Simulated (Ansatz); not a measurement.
Density of states of a OsRu8Au11 cell (elements on a hcp lattice, relaxed), per eV and atom, broadened by Gaussian smearing of width 0.1 eV and averaged over bins of 0.4 eV, from 8 eV under the Fermi level at most up to where the solved bands end.

All numbers below come from DFT r2SCAN, scalar-relativistic, plane waves, PAW (Ansatz 0.2.0).

Settings: cutoff 500 eV, Γ-centred mesh 5×5×5 on the computed 20-atom cell, Gaussian smearing of 0.10 eV; no spin polarisation.

```
Ru Os Au
1.0
     4.17549   -2.43469   -4.60344
     4.19038   -2.45791    4.62983
    -1.40326   -7.35500    0.01646
Ru Os Au
8 1 11
Direct
  0.14351 0.37361 0.60534
  0.95607 0.17348 0.41436
  0.84143 0.11107 0.77102
  0.07071 0.81836 0.59078
  0.54624 0.30365 0.61491
  0.33550 0.11605 0.41599
  0.16680 0.94071 0.21545
  0.44891 0.20859 0.99120
  0.34130 0.56613 0.78814
  0.64520 0.89201 0.59667
  0.43288 0.68799 0.40544
  0.24196 0.48751 0.19049
  0.03336 0.28586 0.99500
  0.73668 0.99602 0.19467
  0.53942 0.79242 0.00070
  0.87279 0.60318 0.40247
  0.96151 0.71713 0.99443
  0.75361 0.50604 0.80091
  0.65749 0.39697 0.21854
  0.26015 0.99656 0.80311
```

```
E − E_F (eV) total Au 5d Ru 4d Au 6s Os 5d
       -7.85  0.170  0.026  0.007  0.099  0.001
       -7.45  0.420  0.181  0.035  0.149  0.009
       -7.05  0.920  0.565  0.094  0.171  0.023
       -6.65  1.449  1.042  0.164  0.118  0.034
       -6.25  1.573  1.182  0.200  0.074  0.033
       -5.85  1.588  1.227  0.210  0.053  0.030
       -5.45  1.516  1.157  0.227  0.046  0.027
       -5.05  1.438  1.053  0.263  0.038  0.028
       -4.65  1.626  1.189  0.312  0.036  0.032
       -4.25  1.546  1.098  0.319  0.037  0.033
       -3.85  1.422  0.915  0.360  0.039  0.043
       -3.45  1.412  0.834  0.428  0.039  0.053
       -3.05  1.406  0.716  0.535  0.038  0.061
       -2.65  1.328  0.572  0.585  0.044  0.070
       -2.25  1.139  0.410  0.563  0.043  0.068
       -1.85  0.958  0.285  0.521  0.038  0.057
       -1.45  0.954  0.257  0.543  0.038  0.053
       -1.05  0.965  0.209  0.591  0.038  0.063
       -0.65  0.936  0.171  0.587  0.037  0.071
       -0.25  0.932  0.139  0.622  0.032  0.071
        0.15  0.974  0.117  0.674  0.032  0.090
```

The columns after the total are the largest Löwdin projections on the valence shells of the potentials, so they needn't add up, and the weight of a shell that a potential lacks goes to other orbitals. The cell has no gap on the mesh.

Spin-orbit coupling is left out, which matters for the bands of heavy elements.

Cost: 2 runs of about 15 core-minutes in all (earlier runs that led there not counted), on AMD EPYC 9R45 (Zen 5) (shared hosts).